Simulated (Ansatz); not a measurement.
**Si2Mo: a two-dimensional sheet**

The cell was found from a structure generator's guess, not taken from experiment.

Theory: DFT PBE, scalar-relativistic, plane waves, PAW in Ansatz 0.2.0. Settings: cutoff 420 eV, Γ-centred mesh 12×12×1 on the computed 3-atom cell, Gaussian smearing of 0.10 eV; collinear spin from starting moments 0.0 0.0 1.3 μB.

This is a two-dimensional sheet: the third axis spans vacuum and isn't periodic.

```xyz
3
Lattice="4.3771 0.0000 0.0000 -2.1886 3.7907 0.0000 0.0000 0.0000 23.8000" Properties=species:S:1:pos:R:3 pbc="T T F"
Si    2.1886    1.2636    7.0000
Si    0.0000    2.5271    7.0000
Mo    0.0000    0.0000    7.0000
```

Formation energies are uncorrected and refer to the elements' standard structures at the same level.

- Layer group: p6/mmm (No. 80)
- In-plane cell: a = 4.377 Å, b = 4.377 Å, γ = 120.0°
- Area per atom: 5.53 Å²
- Thickness between the outermost nuclei: 0.00 Å
- Energy over the elements: +1.12 eV/atom
- Band gap over mesh and path: none (metal or semimetal)
- Net moment per atom: 0.57 μB
- Moment by site: Mo 1.1 μB
- Density of states at the Fermi level: 2.0 states/eV per cell
- Löwdin character within 0.5 eV of the Fermi level: Mo 4d 58 %, Si 3p 29 %
- Bader charges (e): Si1 -0.05, Si2 -0.05, Mo3 0.09

The last run used collinear spin, a 12×12×1 mesh for its 3-atom cell and Gaussian smearing of 0.10 eV. Another magnetic order may lie lower. Site moments count only spheres around the atoms; the net moment includes the space between them.
